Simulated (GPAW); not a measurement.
**Moving the functional in CsLiCr2Te2S3**

```cif
data_structure
_symmetry_space_group_name_H-M 'P 1'
_symmetry_Int_Tables_number 1
_cell_length_a 3.6036
_cell_length_b 3.6036
_cell_length_c 19.0665
_cell_angle_alpha 90.000
_cell_angle_beta 90.000
_cell_angle_gamma 120.000
_cell_volume 214.42
loop_
_atom_site_label
_atom_site_type_symbol
_atom_site_fract_x
_atom_site_fract_y
_atom_site_fract_z
_atom_site_occupancy
Cs1 Cs 0.00000 0.00000 0.37399 1
Li1 Li 0.66667 0.33333 0.01607 1
Cr1 Cr 0.00000 0.00000 0.86637 1
Cr2 Cr 0.33333 0.66667 0.16833 1
Te1 Te 0.33333 0.66667 0.53891 1
Te2 Te 0.66667 0.33333 0.77276 1
S1 S 0.00000 0.00000 0.10030 1
S2 S 0.33333 0.66667 0.92920 1
S3 S 0.66667 0.33333 0.23408 1
```

The cell comes from a database or a generator and needn't be the stable form of this composition.

Kept alike: task band structure; k mesh 6 × 6 × 1; occupations fermi-dirac, width 0.05 eV; collinear spin, ferromagnetic start. Program: GPAW, potentials by row: the program's PAW data sets (release 1.2.1) made for this functional (LDA, RPBE); GPAW PAW data sets (gpaw-data 1.2.1) (PBE, r2SCAN on files made for PBE); PAW data sets generated for this functional (PBEsol), cutoff 800 eV. The mesh is that of the run's cell of 9 atoms. No spin-orbit coupling.

| functional | pressure (GPa) | largest site moment (μB) |
| --- | --- | --- |
| LDA | -4.98 | 2.77 |
| PBE | 0.10 | 2.80 |
| PBEsol | -2.72 | 2.80 |
| RPBE | 2.29 | 2.83 |
| r2SCAN | 0.29 | 2.91 |

Pressure is positive in compression; the values hold the error of the finite cutoff, so their zero can differ a little from the energy's minimum. For a metal such a mesh leaves the last digits unconverged. The runs hold the magnetic state that their start led to, which needn't be the lowest. Site moments count inside each atom's sphere or projector.

Task: What does the functional change here?

Result: The pressure runs from -4.98 (LDA) to 2.29 GPa (RPBE). From PBE: LDA -5.08; PBEsol -2.82; RPBE +2.19; r2SCAN +0.19. The largest site moment runs from 2.77 (LDA) to 2.91 μB (r2SCAN). From PBE: LDA -0.03; PBEsol +0.00; RPBE +0.03; r2SCAN +0.11.
